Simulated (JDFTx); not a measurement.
Nb(100) slab cut from bulk Nb (space group Im-3m, indices of the conventional cell, lattice of the Materials Project entry mp-75, not re-optimised): 6 atoms in 6 planes, a 1x1 cell of 11.01 Å² (|a| = 3.318, |b| = 3.318 Å), 8.3 Å between the outermost planes, cell height 24.3 Å, 6×6×1 k mesh, Fermi smearing 0.01 Ha, no spin polarisation.

All numbers are PBE, GBRV ultrasoft potentials, plane waves to 20/100 Ha results from a modified build of JDFTx, not measurements. Vacuum. The outer atoms relax from bulk positions, keeping the cell's symmetry; the lattice is not PBE's own optimum in this code, and that strain can shift the moves by a few hundredths of an ångström. Input:

```
lattice \
  6.2694120828 0.0000000000 0.0000000000 \
  0.0000000000 6.2694120828 0.0000000000 \
  0.0000000000 0.0000000000 45.9203448284
coords-type Lattice
ion Nb 0.5000000000 0.5000000000 -0.1706599790 1
ion Nb 0.0000000000 0.0000000000 -0.1023959880 0
ion Nb 0.5000000000 0.5000000000 -0.0341319960 0
ion Nb 0.0000000000 0.0000000000 0.0341319960 0
ion Nb 0.5000000000 0.5000000000 0.1023959880 0
ion Nb 0.0000000000 0.0000000000 0.1706599790 1
ion-species pseudo/nb_pbe_v1.upf
elec-cutoff 20 100
elec-ex-corr gga-PBE
coulomb-interaction Slab 001
coulomb-truncation-embed 0 0 0
kpoint-folding 6 6 1
elec-smearing Fermi 0.01
lcao-params 10
elec-n-bands 52
electronic-scf nIterations 100 energyDiffThreshold 1e-07
ionic-minimize nIterations 10 energyDiffThreshold 1e-5 knormThreshold 4e-4
dump-name vac.$VAR
dump End State Ecomponents EigStats BandEigs Forces ElecDensity IonicPositions Fillings Kpoints Dtot
```

Question: How far do the free atoms of the upper face move along the normal, and how much energy is released?

Answer: Nb (atom 6) -0.17 Å (positive: outward). The free energy falls by 0.173 eV per cell, 126 mJ/m².
